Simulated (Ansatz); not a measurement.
OsO2:
```
OsO2
1.0
    4.41879     0.00000     0.00000
    0.00000     4.41879     0.00000
    0.00000     0.00000     3.16367
Os O
2 4
Cartesian
  0.00000   0.00000   0.00000
  2.20939   2.20939   1.58183
  1.36571   1.36571   0.00000
  3.05307   3.05307   0.00000
  0.84368   3.57511   1.58183
  3.57511   0.84368   1.58183
```

This is the LDA-relaxed structure.

All from LDA in the plane-wave PAW code Ansatz, unless another level is named. Predict the electronic character.

metallic (no gap).

What about the formation energy from the elements (no fitted shifts)?

-1.08 eV/atom.

And the density of states at the Fermi level?

0.46 states/eV per atom (mean over ±0.08 eV).

Space group P4_2/mnm (rutile). The first step of the workflow began from a Materials Project structure, measured or hypothetical; the Crystallography Open Database files this formula in space group No. 136, but the cells were not matched. Whether it is the stable phase at ambient conditions was not checked. The LDA relaxation kept the symmetry of its start; of distortions, only those at the zone centre were tested. No spin polarisation was allowed. The references are the lowest solids computed at this level, not always the standard phases (solids in place of the gases). Spin–orbit coupling is left out wherever it is not named.

Potentials: the later of the program's two PAW sets.
